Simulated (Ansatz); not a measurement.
IrW:
```xyz
4
Lattice="1.3917 -5.1162 0.0000 1.3917 5.1162 0.0000 0.0000 0.0000 4.3407" Properties=species:S:1:pos:R:3 pbc="T T T"
W      1.3917    -1.6693     1.0852
Ir     1.3917    -4.3394     1.0852
W      1.3917     1.6693     3.2555
Ir     1.3917     4.3394     3.2555
```

Relaxed with PBE.

**Question.** Which orbitals make up the states near the Fermi level in DFT-PBE in the program Ansatz with PAW potentials?

**Answer.** Within 0.5 eV of the Fermi level: W 5d 55 %, Ir 5d 34 %, outside the projected shells 7 %. Projections are on Löwdin-orthogonalised atomic valence shells; empty p or d shells of many metals are not among them.

**Question.** Tabulate the density of states.

**Answer.** States/eV per cell of 4 atoms, in 0.25 eV bins, energy from the Fermi level.

```csv
E (eV),total,Ir 5d,W 5d,W 6s
-7.85,0.47,0.02,0.02,0.18
-7.60,0.55,0.03,0.04,0.20
-7.35,0.67,0.06,0.06,0.24
-7.10,0.85,0.11,0.10,0.27
-6.85,1.25,0.26,0.21,0.32
-6.60,2.56,0.88,0.63,0.42
-6.35,3.95,1.70,1.11,0.46
-6.10,3.42,1.65,0.94,0.42
-5.85,3.39,1.80,0.92,0.36
-5.60,4.82,2.86,1.28,0.34
-5.35,5.35,3.37,1.36,0.30
-5.10,3.52,2.18,0.95,0.19
-4.85,3.82,2.55,0.91,0.17
-4.60,3.76,2.40,1.10,0.11
-4.35,6.17,3.95,1.73,0.20
-4.10,4.07,2.76,0.98,0.14
-3.85,4.51,2.73,1.35,0.18
-3.60,5.24,3.19,1.60,0.14
-3.35,3.95,2.38,1.23,0.10
-3.10,3.49,2.12,1.12,0.07
-2.85,4.17,2.73,1.23,0.04
-2.60,5.04,3.24,1.51,0.08
-2.35,4.83,2.82,1.65,0.09
-2.10,4.89,2.70,1.72,0.10
-1.85,5.15,2.70,1.97,0.12
-1.60,4.68,2.23,1.94,0.17
-1.35,3.84,1.63,1.72,0.17
-1.10,4.10,1.64,1.92,0.19
-0.85,3.95,1.50,1.94,0.17
-0.60,4.17,1.58,2.08,0.16
-0.35,3.79,1.28,2.05,0.12
-0.10,4.09,1.31,2.28,0.10
0.15,3.35,1.12,1.87,0.07
0.40,2.63,0.91,1.49,0.05
0.65,2.14,0.75,1.23,0.04
0.90,1.88,0.62,1.12,0.04
1.15,1.91,0.62,1.18,0.03
1.40,2.60,0.84,1.62,0.05
1.65,2.98,1.03,1.80,0.04
1.90,3.38,1.21,1.97,0.06
2.15,3.98,1.27,2.44,0.07
2.40,4.53,1.33,2.87,0.10
2.65,3.90,1.01,2.60,0.10
2.90,4.27,1.07,2.82,0.17
3.15,5.47,1.34,3.70,0.20
```

Space group Cmcm. The start of the workflow was typed in or built on a structure type; neither database checked (COD, Materials Project) lists it. COD files the formula under space group No. 51. Its standing as an ambient phase is unchecked. The cell was relaxed with PBE under the symmetry of its start; whether a distortion lowers the energy is not shown. No spin polarisation was allowed. Scalar-relativistic: spin–orbit coupling is off unless named, which matters more the heavier the elements.

Potentials: the later of the program's two PAW sets.
